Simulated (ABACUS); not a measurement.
# A series of runs on MgZn3S4 (P-43m, 8 atoms in the cell; from Materials Project mp-1120718)

```xyz
8
Lattice="5.4548 0.0000 0.0000 0.0000 5.4548 0.0000 0.0000 0.0000 5.4548" Properties=species:S:1:pos:R:3 pbc="T T T"
Mg     2.7274     2.7274     2.7274
Zn     0.0000     0.0000     2.7274
Zn     2.7274     0.0000     0.0000
Zn     0.0000     2.7274     0.0000
S      4.1256     4.1256     1.3292
S      4.1256     1.3292     4.1256
S      1.3292     1.3292     1.3292
S      1.3292     4.1256     4.1256
```

Base run A: ABACUS 3.10.1 with LDA (PW92), numerical atomic orbitals DZP (confined pseudo-atomic orbitals with Gaussian additions; energy shift 0.01 Ry), PseudoDojo 0.4 standard norm-conserving LDA (tails mended) pseudopotentials, self-consistent single point.

Its settings: basis = DZP numerical atomic orbitals, energy shift 0.01 Ry; KPT = Gamma 6 6 6 0 0 0; basis_type = lcao; dft_functional = PWLDA; ecutwfc = 100 Ry; smearing_method = fd; smearing_sigma = 0.000734986 Ry; potentials = PseudoDojo 0.4 standard norm-conserving LDA (tails mended); symmetry = 1; symmetry_prec = 1e-05; ks_solver = genelpa; scf_nmax = 100; scf_thr = 1.0e-07; mixing_type = broyden.

The atom-centred basis is finite, which shifts total energies, pressures, gaps and forces against plane waves. The structure comes from a collection of computed structures, made at another level of theory; the collection holds predicted forms beside known ones.

ΔF is the free energy per atom less that of run A. 

A variant of run A gave: the free energy rises by 1.2 meV/atom, the pressure moves little (-2.48 to -2.47 GPa), the largest force goes from 0.122 to 0.435 eV/Å and the gap on the mesh moves little (2.366 to 2.358 eV).

Task: Which change was made?
A. atom 7 moved by -0.08 angstrom along y
B. atom 7 moved by -0.15 angstrom along y
C. atom 7 moved by +0.04 angstrom along y
D. atom 7 moved by +0.08 angstrom along y

Result: C, atom 7 moved by +0.04 angstrom along y. That run gave: ΔF (meV/atom) 1.23; pressure (GPa) -2.47; largest force (eV/Å) 0.435; gap on the mesh (eV) 2.358; k-points 68.

The base and the other variants:

```json
[
 {"change": "base", "ΔF (meV/atom)": "0.00", "pressure (GPa)": "-2.48", "largest force (eV/Å)": "0.122", "gap on the mesh (eV)": "2.366", "k-points": "20"},
 {"change": "atom 7 moved by -0.15 angstrom along y", "ΔF (meV/atom)": "11.0", "pressure (GPa)": "-2.26", "largest force (eV/Å)": "1.245", "gap on the mesh (eV)": "2.297", "k-points": "68"},
 {"change": "atom 7 moved by -0.08 angstrom along y", "ΔF (meV/atom)": "2.8", "pressure (GPa)": "-2.41", "largest force (eV/Å)": "0.638", "gap on the mesh (eV)": "2.332", "k-points": "68"},
 {"change": "atom 7 moved by -0.04 angstrom along y", "ΔF (meV/atom)": "0.53", "pressure (GPa)": "-2.46", "largest force (eV/Å)": "0.296", "gap on the mesh (eV)": "2.350", "k-points": "68"},
 {"change": "atom 7 moved by +0.08 angstrom along y", "ΔF (meV/atom)": "4.2", "pressure (GPa)": "-2.44", "largest force (eV/Å)": "0.778", "gap on the mesh (eV)": "2.349", "k-points": "68"},
 {"change": "atom 7 moved by +0.15 angstrom along y", "ΔF (meV/atom)": "13.6", "pressure (GPa)": "-2.31", "largest force (eV/Å)": "1.375", "gap on the mesh (eV)": "2.328", "k-points": "68"}
]
```

The atomic orbitals were generated for these runs; they are not ABACUS's published sets and were checked against plane waves on a few crystals only.

“Tails mended”: in these copies of the files the far tail of each local potential was reset to the Coulomb form.
